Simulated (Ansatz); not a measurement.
A geometry of Ga away from equilibrium: step 4 of the relaxation of a relaxed Ga cell, doubled along one cell vector, shaken by Gaussian noise of σ = 0.08 Å a coordinate. All values below come from PBE (plane waves to 420 eV, PAW, scalar-relativistic; Ansatz, a program for electronic structure). Γ-centred k-mesh 5×9×12 on the run's cell (coarser than for final values), Fermi–Dirac smearing 0.05 eV. The plane waves were selected for a different cell earlier on the path.

```xyz
4
Lattice="8.7228 0.0715 0.0384 -2.1497 3.7058 -0.0029 0.0119 0.0048 2.7593" Properties=species:S:1:pos:R:3 pbc="T T T"
Ga     0.0332     2.4463     0.4513
Ga     4.3609     2.4612    -0.2451
Ga     2.1367     1.1841    -0.5668
Ga     6.5155     1.2073     0.4788
```

Problem. Give the Cartesian forces on all atoms (eV/Å).

Solution. 
```
atom     Fx     Fy     Fz
----  -----  -----  -----
Ga1   -0.06  -0.06   0.23
Ga2   -0.06  -0.16  -0.23
Ga3    0.02   0.03  -0.23
Ga4    0.10   0.19   0.23
```

The path ends in Immm (No. 71). No spin polarisation in the result.

The end of the path is a generated cell of Ga: the first start was made by placing the elements on the sites of a structure type, and the end was not matched to a known phase here, so it may be hypothetical. Known forms of Ga include space group No. 64.
